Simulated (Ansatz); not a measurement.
Na₃ZnPCO₇ — ¹⁷O NMR of the central transition

Cell: a Materials Project structure (computed, not necessarily an observed phase), taken as it stands.

Space group P2_1/m (No. 11); a = 5.1820, b = 6.7196, c = 8.9703 Å, β = 90.03°.

| site | Wyckoff | site symmetry | x | y | z |
| --- | --- | --- | --- | --- | --- |
| Na1 | 2e | m | 0.2396 | 0.7500 | 0.0828 |
| Na2 | 4f | 1 | 0.7515 | 0.9987 | 0.2604 |
| Zn | 2e | m | 0.2177 | 0.2500 | 0.3624 |
| P | 2e | m | 0.2957 | 0.7500 | 0.4146 |
| C | 2e | m | 0.2642 | 0.2500 | 0.0633 |
| O13 | 2e | m | 0.7143 | 0.7500 | 0.0811 |
| O14 | 2e | m | 0.0376 | 0.2500 | 0.1255 |
| O15 | 2e | m | 0.4686 | 0.2500 | 0.1475 |
| O16 | 4f | 1 | 0.2187 | 0.9354 | 0.3202 |
| O18 | 2e | m | 0.5958 | 0.7500 | 0.4378 |
| O19 | 2e | m | 0.8344 | 0.2500 | 0.4297 |

One atom of each set is listed.

The numbers come from a DFT calculation in Ansatz (PBE, plane waves and PAW, scalar-relativistic, 420 eV cutoff, Γ-centred 5×4×3 k-points, Fermi–Dirac smearing 0.02 eV).

¹⁷O has I = 5/2 and Q = -25.58 mb (Pyykkö 2018); at 11.7 T its Larmor frequency is ν₀ = 67.6 MHz. Only the quadrupole interaction is simulated: positions count from each site's isotropic chemical shift, and shift anisotropy, dipolar and J coupling are left out.

Problem. Give C_Q, η, the quadrupolar product P_Q = |C_Q|(1 + η²/3)^½, the second-order isotropic shift and the breadth of the pattern (static powder) for each O site.

Solution. 

| site | first shell | C_Q (MHz) | η | P_Q (MHz) | δ_QIS (ppm) | breadth (kHz) |
| --- | --- | --- | --- | --- | --- | --- |
| O13 | 1 C at 1.30 Å; also 4 Na at 2.33–2.72 Å | -7.53 | 0.89 | 8.46 | -94.1 | 47.5 |
| O14 | 1 C at 1.30 Å; also 1 Zn at 2.32 Å, 3 Na at 2.36–2.55 Å | -7.04 | 0.74 | 7.66 | -77.1 | 38.4 |
| O15 | 1 C at 1.30 Å; also 1 Zn at 2.33 Å, 3 Na at 2.45–2.56 Å | -7.08 | 0.66 | 7.58 | -75.5 | 37.1 |
| O16 | 1 P at 1.56 Å, 1 Zn at 2.15 Å; also 3 Na at 2.47–2.84 Å | -5.66 | 0.24 | 5.71 | -42.9 | 18.0 |
| O18 | 1 P at 1.57 Å, 1 Zn at 2.04 Å, angle 126°; also 2 Na at 2.45 Å | -5.73 | 0.49 | 5.96 | -46.7 | 21.9 |
| O19 | 1 P at 1.55 Å, 1 Zn at 2.08 Å, 2 Na at 2.31 Å; also 1 Zn at 3.25 Å | -5.84 | 0.28 | 5.91 | -46.0 | 19.7 |

δ_QIS = −(ν_Q²/30ν₀²)[I(I+1) − 3/4](1 + η²/3) × 10⁶ ppm with ν_Q = 3|C_Q|/[2I(2I−1)]; it falls as 1/B₀² in ppm, and the breadth as 1/B₀ in kHz.

At O14 and O15 V_zz points along its bond to C (within 4°) in each case. At O16 and O18 V_zz points along the shorter of its two bonds, to P (within 12°) in each case. At O19 V_zz points along its shortest bond, to P (within 9°).

The largest force is 0.4 eV/Å, so the atoms aren't at the calculated equilibrium and relaxing them would move these values.
